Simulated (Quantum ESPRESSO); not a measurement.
Band energies of LiTaF6

```xyz
8
Lattice="2.5847 1.4923 4.5260 -2.5847 1.4923 4.5260 0.0000 -2.9845 4.5260" Properties=species:S:1:pos:R:3 pbc="T T T"
Li     0.0000     0.0000     6.7890
F     -1.5911     0.2880     5.6302
F      1.5911    -0.2880     7.9478
F      1.0449     1.2339     5.6302
F     -1.0449    -1.2339     7.9478
F      0.5461    -1.5219     5.6302
F     -0.5461     1.5219     7.9478
Ta     0.0000     0.0000     0.0000
```

PBEsol (pw.x of Quantum ESPRESSO, ONCV potentials, no spin-orbit coupling); path ΓLB1,BZΓX,QFP1Z,LP; energies in eV from the valence-band maximum.

| k (1/Å) | point | band 25 | band 26 | band 27 | band 28 | band 29 | band 30 | band 31 | band 32 |
|---|---|---|---|---|---|---|---|---|---|
| 0.00 | Γ | -0.28 | -0.28 | -0.27 | 0.00 | 0.00 | 6.54 | 6.55 | 6.55 |
| 0.25 |  | -0.33 | -0.30 | -0.21 | -0.02 | -0.01 | 6.53 | 6.54 | 6.56 |
| 0.74 | L | -0.31 | -0.27 | -0.27 | -0.18 | -0.07 | 6.46 | 6.50 | 6.59 |
| 0.93 |  | -0.37 | -0.34 | -0.21 | -0.15 | -0.09 | 6.47 | 6.51 | 6.59 |
| 1.32 | B1 | -0.60 | -0.56 | -0.26 | -0.13 | -0.11 | 6.53 | 6.55 | 6.60 |
| 1.32 | B | -0.60 | -0.56 | -0.26 | -0.13 | -0.11 | 6.53 | 6.55 | 6.60 |
| 1.74 |  | -0.49 | -0.33 | -0.26 | -0.17 | -0.15 | 6.57 | 6.61 | 6.62 |
| 1.95 | Z | -0.38 | -0.29 | -0.29 | -0.17 | -0.17 | 6.56 | 6.62 | 6.62 |
| 2.13 |  | -0.34 | -0.29 | -0.29 | -0.12 | -0.12 | 6.56 | 6.61 | 6.61 |
| 2.30 |  | -0.30 | -0.29 | -0.29 | -0.05 | -0.05 | 6.55 | 6.59 | 6.59 |
| 2.65 | Γ | -0.28 | -0.28 | -0.27 | 0.00 | 0.00 | 6.54 | 6.55 | 6.55 |
| 2.83 |  | -0.32 | -0.30 | -0.22 | -0.01 | 0.00 | 6.53 | 6.54 | 6.55 |
| 3.19 |  | -0.54 | -0.32 | -0.17 | -0.09 | -0.05 | 6.48 | 6.54 | 6.56 |
| 3.37 |  | -0.60 | -0.32 | -0.16 | -0.13 | -0.11 | 6.48 | 6.54 | 6.57 |
| 3.55 | X | -0.57 | -0.34 | -0.22 | -0.19 | -0.08 | 6.51 | 6.53 | 6.60 |
| 3.55 | Q | -0.57 | -0.34 | -0.22 | -0.19 | -0.08 | 6.51 | 6.53 | 6.60 |
| 3.86 | F | -0.34 | -0.32 | -0.32 | -0.30 | -0.03 | 6.53 | 6.54 | 6.63 |
| 3.86 | P1 | -0.60 | -0.36 | -0.25 | -0.22 | -0.07 | 6.53 | 6.57 | 6.61 |
| 4.00 |  | -0.67 | -0.35 | -0.24 | -0.19 | -0.11 | 6.56 | 6.58 | 6.61 |
| 4.28 |  | -0.43 | -0.30 | -0.28 | -0.17 | -0.16 | 6.57 | 6.61 | 6.62 |
| 4.41 | Z | -0.38 | -0.29 | -0.29 | -0.17 | -0.17 | 6.56 | 6.62 | 6.62 |
| 4.41 | L | -0.31 | -0.27 | -0.27 | -0.18 | -0.07 | 6.46 | 6.50 | 6.59 |
| 4.58 |  | -0.39 | -0.30 | -0.25 | -0.18 | -0.07 | 6.47 | 6.52 | 6.58 |
| 4.90 | P | -0.60 | -0.36 | -0.25 | -0.22 | -0.07 | 6.53 | 6.57 | 6.61 |

The PBEsol gap is indirect, 6.46 eV, from 20 % of the way from Γ to X to L; the smallest direct gap is 6.51 eV.

Without spin-orbit coupling, band edges of such heavy elements can be off by tenths of an eV.

Geometry of the Materials Project entry, not relaxed at this level.

The structure is a Materials Project entry; no match was found in the copy of COD used, and its stability was not checked.
